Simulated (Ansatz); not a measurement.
CrTe2 (P-3m1): electronic heat capacity from the density of states

Level of theory: Ansatz, DFT r2SCAN, scalar-relativistic, plane waves, PAW.

Plane waves to 500 eV, a k mesh through Γ of 12×12×8 on the computed 3-atom cell and Gaussian smearing (0.10 eV); collinear spin from starting moments 3.29 -0.21 -0.21 μB.

Relaxed cell: P-3m1, a = 3.857 Å, b = 3.857 Å, c = 6.254 Å, α = 90.00°, β = 90.00°, γ = 120.00°, 3 atoms in the primitive cell. Whether it is the stable form of this composition wasn't checked.

The density of states at the Fermi level is 1.331 states/eV in the cell of 3 atoms (1 formula unit; both spins, tetrahedra on a 18×18×12 mesh). The run ends with a moment of 2.59 μB a cell (largest on a site 2.99 μB), and the figure is for this state; a paramagnetic sample can have a quite different one. Another magnetic order, if the compound takes it, can change N(E_F) and the shape of the cell a good deal, and may open a gap, where γ is close to zero.

Q: What Sommerfeld coefficient does this give?

A: Per formula unit N(E_F) = 1.331 states/eV. γ = (π²/3) k_B² N(E_F) N_A = 2.357 mJ/(mol K²) per state/eV, so γ = 3.1 mJ/(mol K²), a mole of formula units. This is the bare band result: a measured γ of the same phase and magnetic order is as a rule larger by a factor 1 + λ from phonons and spin fluctuations. N(E_F) at one energy is sensitive to the mesh where the density of states has sharp peaks.

The state reached may not be the lowest one. Spin-orbit coupling is left out, which matters for the bands of heavy elements. The cell holds one magnetic atom, so it can only be ferromagnetic; an antiferromagnetic order may lie lower. The cell holds layers, and where no dispersion correction was added their binding is poorly described.

Only this magnetic start was tried.

Cost: 1 run of about 4.1 core-minutes, on Arm Neoverse V1 (shared hosts).